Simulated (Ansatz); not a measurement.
Pd (fcc, Cu type)

Space group Fm-3m (No. 225); a = b = c = 3.911 Å, α = β = γ = 90.00°

| atom | site | symmetry | x | y | z |
|---|---|---|---|---|---|
| Pd | 4a | m-3m | 0.0000 | 0.0000 | 0.0000 |
(The calculation used a cell of 1 atom; values per cell refer to that cell.)

Grid over V/V₀ and (c/a)/(c/a)₀, subscript 0 meaning the relaxed cell; the conventional c axis lies along z; no internal relaxation.

Calculation: r2SCAN (plane waves to 500 eV, PAW, scalar-relativistic; Ansatz, an electronic-structure program). k mesh 20×20×20 (Γ-centred), Fermi-Dirac smearing 0.05 eV. E stands for the smeared free energy. With partly filled bands, the response to shear is sensitive to the k mesh, so small differences along c/a are uncertain. Pd is run without spin polarisation. Pd was relaxed with its symmetry unable to fall. The PAW data are Ansatz's earlier set. ΔE is measured from the relaxed starting cell.

Problem. Give the computed ΔE (eV/atom) at all points of the grid V/V₀ = 0.960, 0.980, 1.000, 1.020, 1.040 by (c/a)/(c/a)₀ = 0.920, 0.960, 1.000, 1.040, 1.080.

Solution. ΔE (eV/atom), with V/V₀ across and (c/a)/(c/a)₀ down:

```
(c/a)/(c/a)₀ \ V/V₀  0.960  0.980  1.000  1.020  1.040
-------------------  -----  -----  -----  -----  -----
0.920                0.022  0.010  0.006  0.009  0.018
0.960                0.017  0.006  0.002  0.005  0.014
1.000                0.015  0.004  0.000  0.003  0.013
1.040                0.018  0.006  0.002  0.005  0.014
1.080                0.026  0.014  0.009  0.012  0.020
```

(A scan under strain: stresses follow from slopes of the energy per volume, elastic moduli from its curvatures.)
